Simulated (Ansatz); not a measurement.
The relaxed structure here is a generated cell of SnS2: the first start was made by placing the elements on the sites of a structure type, and the end was not matched to a known phase here, so it may be hypothetical. Known forms of SnS2 include space group No. 164.

A relaxed structure of SnS₂. Space group P1 (No. 1). Computed with PBEsol (plane waves to 420 eV, PAW, scalar-relativistic; Ansatz, a quantum-chemistry and plane-wave program).

```xyz
12
Lattice="6.8229 0.0000 0.0000 1.9995 6.5792 0.0000 0.2675 3.0786 6.6983" Properties=species:S:1:pos:R:3 pbc="T T T"
S      3.3710     7.4019     5.9327
S      3.4720     2.2854     1.7104
S      6.5720     7.2533     4.4561
S      2.6655     6.1222     2.5036
S      5.8742     3.3387     6.4273
S      5.9078     5.5461     3.5271
S      0.9939     4.2177     6.0853
S      3.2784     2.1469     3.7416
Sn     7.1205     2.4338     4.2236
Sn     1.2543     4.4589     1.0614
Sn     3.5552     5.1001     4.7234
Sn     4.6523     6.4275     0.8405
```

Question: Predict the band gap from PBEsol.

Answer: 0.95 eV, indirect (valence top at Z, conduction bottom at k = (0.2, -0.1667, -0.2)) (no spin-orbit coupling).

Question: What is the computed smallest direct gap (PBEsol)?

Answer: 1.21 eV at k = (0, 0.3333, 0.2).

The relaxed cell holds bonded S–S pairs (2.05 Å). No spin polarisation in the result.

It was reached from a disturbed copy of a Fd-3m (No. 227) cell (cubic Laves (MgCu2 type)), against which it lies -0.68 eV/atom.
